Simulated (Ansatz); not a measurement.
C:
```cif
data_C8
_chemical_formula_sum 'C8'
_space_group_name_H-M_alt 'P 1'
_space_group_IT_number 1
_cell_length_a 5.29594
_cell_length_b 5.29594
_cell_length_c 5.29594
_cell_angle_alpha 60.000
_cell_angle_beta 60.000
_cell_angle_gamma 60.000
loop_
_space_group_symop_operation_xyz
  'x, y, z'
loop_
_atom_site_label
_atom_site_type_symbol
_atom_site_fract_x
_atom_site_fract_y
_atom_site_fract_z
_atom_site_occupancy
C1 C 0.57055 0.28836 0.57055 1
C2 C 0.96164 0.67945 0.67945 1
C3 C 0.57055 0.57055 0.28836 1
C4 C 0.67945 0.96164 0.67945 1
C5 C 0.57055 0.57055 0.57055 1
C6 C 0.67945 0.67945 0.67945 1
C7 C 0.28836 0.57055 0.57055 1
C8 C 0.67945 0.67945 0.96164 1
```

Relaxed with PBEsol. Plane-wave PAW PBEsol (Ansatz code) gives a gap of 2.25 eV.

What gap does HSE06 give on the same cell (Ansatz, PAW)?

3.20 eV, 0.95 eV more. The hybrid was solved on a coarser mesh and at special points; the gap given is the minimum over both.

```csv
k,v1 PBEsol,c1 PBEsol,v1 HSE06,c1 HSE06
Γ,0.00,2.25,0.00,3.20
X,-2.89,3.26,___,___
L,-1.79,2.29,___,___
W,-3.17,3.55,___,___
K,-2.62,3.21,___,___
```

Top valence (v1) and lowest conduction level (c1) in eV from each method's valence maximum (which need not be a listed point): supply the withheld HSE06 values.


- X, v1 HSE06: -3.17
- X, c1 HSE06: 4.40
- L, v1 HSE06: -1.95
- L, c1 HSE06: 3.34
- W, v1 HSE06: -3.47
- W, c1 HSE06: 4.67
- K, v1 HSE06: -2.86
- K, c1 HSE06: 4.33

Cost on shared cores: the PBEsol run (SCF on a 7×7×7 mesh, then bands and DOS) about 50 core-seconds (a rough figure), the HSE06 run (SCF on 4×4×4, then a few points) roughly 4 core-minutes; the tasks are unlike.

Space group Fd-3m. The start of the workflow was typed in or built on a structure type. Its sites differ from those of the usual phase in this space group: another stacking or structure type. Symmetry was held in the PBEsol relaxation; whether a distortion lowers the energy is not shown.

Potentials: the earlier of the program's two PAW sets. The files were generated under PBE; for other functionals the program regenerates the frozen cores, and for LDA and PBEsol the local potential too.
